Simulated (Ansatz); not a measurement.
ZnCu (CsCl type)

```
ZnCu
1.0
    2.96382     0.00000     0.00000
    0.00000     2.96382     0.00000
    0.00000     0.00000     2.96382
Zn Cu
1 1
Direct
  0.00000   0.00000   0.00000
  0.50000   0.50000   0.50000
```

The volume is varied about the relaxed value V₀ at fixed cell shape. Symmetry pins the atoms to their sites.

Level of theory: PBE (plane waves to 420 eV, PAW, scalar-relativistic; Ansatz, a quantum-chemistry and plane-wave program). k mesh 16×16×16 (Γ-centred), Fermi-Dirac smearing 0.05 eV. Energies are smeared free energies. ZnCu is run without spin polarisation. ZnCu was relaxed with its symmetry unable to fall. ΔE is measured from the relaxed starting cell. The last digit holds for this mesh only.

```csv
V (Å³/atom),ΔE (meV/atom)
10.935,169.0
11.455,86.7
11.976,35.3
12.497,8.1
13.017,0.0
13.538,6.9
14.059,25.6
14.580,53.4
15.100,88.3
```

Question: What is the fitted pressure derivative B₀′?

Answer: 5.0.

Question: What bulk modulus B₀ follows from a third-order Birch-Murnaghan fit?

Answer: 114 GPa. Check by three points about V = 13.017 Å³/atom, step 1.041: d²E/dV² ≈ (35 − 2·0 + 26) meV / 1.041² = 0.0562 eV/Å⁶, and V·d²E/dV² × 160.2 = 117 GPa.

(A scan under strain: stresses follow from slopes of the energy per volume, elastic moduli from its curvatures.)
